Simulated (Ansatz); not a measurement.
## Trial structures of SmPb2: starts and ends

Theory: DFT PBE, scalar-relativistic, plane waves, PAW, and for the lanthanide a 4f-in-core norm-conserving potential (Ansatz 0.2.0). All cells share a 690 eV cutoff and Γ-centred k meshes spaced at most about 0.3 Å⁻¹ (about 0.25 or finer for metals, 2π included). No spin polarisation in the final relaxations.

Each guess was relaxed in cell and atoms at zero pressure, within the symmetry of its start. Temperature and zero-point effects are left out. Coordination counts all near atoms (those within 1.25 times the shortest distance at each site; a plus sign parts nearer from farther groups).

| guess | made from | start group | V start (Å³/atom) | end group | V end (Å³/atom) | coordination at the end | gap on mesh (eV) | E over the lowest end (meV/atom) |
| --- | --- | --- | --- | --- | --- | --- | --- | --- |
| 1 | random cell | P4/mmm | 29.0 | P4/mmm | 33.9 | Sm 8, Pb 8 | 0 | 0 |
| 2 | random cell | P4/mmm | 30.6 | P4/mmm | 43.6 | Sm 6, Pb 4 | 0 | 637 |
| 3 | PrAl2 type | Fd-3m | 32.1 | ? | ? | ? | ? | ? |
| 4 | LaHg2 type | P6/mmm | 27.7 | P6/mmm | 30.9 | Sm 14, Pb 3+8 | 0 | 24 |
| 5 | random cell | P6/mmm | 35.8 | P6/mmm | 33.9 | Sm 8, Pb 8 | 0 | 365 |

Guess 3 as it starts:

```xyz
6
Lattice="0.0000 4.5823 4.5823 4.5823 0.0000 4.5823 4.5823 4.5823 0.0000" Properties=species:S:1:pos:R:3 pbc="T T T"
Sm    4.5823    4.5823    4.5823
Sm    6.8735    6.8735    6.8735
Pb    1.1456    1.1456    1.1456
Pb    1.1456    3.4368    3.4368
Pb    3.4368    1.1456    3.4368
Pb    3.4368    3.4368    1.1456
```

Task: Fill in the missing row: what does this guess relax into, and where does it rank?

Result: It ends in the cubic Laves (C15) type, space group Fd-3m (No. 227), with a = 9.135 Å, 31.8 Å³/atom and no gap. It lies 143 meV/atom over the lowest end, above guess 4 and below guess 5. Counting all near atoms, this end has Sm 16, Pb 6+6 and the lowest (guess 1) has Sm 8, Pb 8.

```
Sm Pb
1.0
     0.00000    4.56725    4.56725
     4.56725    0.00000    4.56725
     4.56725    4.56725    0.00000
Sm Pb
2 4
Direct
  0.00000 0.00000 0.00000
  0.25000 0.25000 0.25000
  0.62500 0.62500 0.62500
  0.12500 0.62500 0.62500
  0.62500 0.12500 0.62500
  0.62500 0.62500 0.12500
```

Formation energies are uncorrected and refer to the elements' standard structures at the same level.

Task: Is the lowest end bound against the elements?

Result: Yes: its formation energy is −0.27 eV/atom. It lies below the elements, which doesn't yet make it stable against other compounds or structures.

These runs have no spin–orbit coupling, which can matter for Pb. Cells relaxed within their symmetry can be saddle points. A lower structure may well exist outside this small set. Some candidate types were left out of the draw beforehand, so a known form may be missing.

The lanthanide is trivalent by construction, without f bands, f moments or other valences. The reference runs of the other elements, and any phases without the lanthanide, used 420 eV, which shifts energies against them by under 10 meV/atom. The lanthanide's reference is the lowest of its hcp, dhcp and fcc cells.
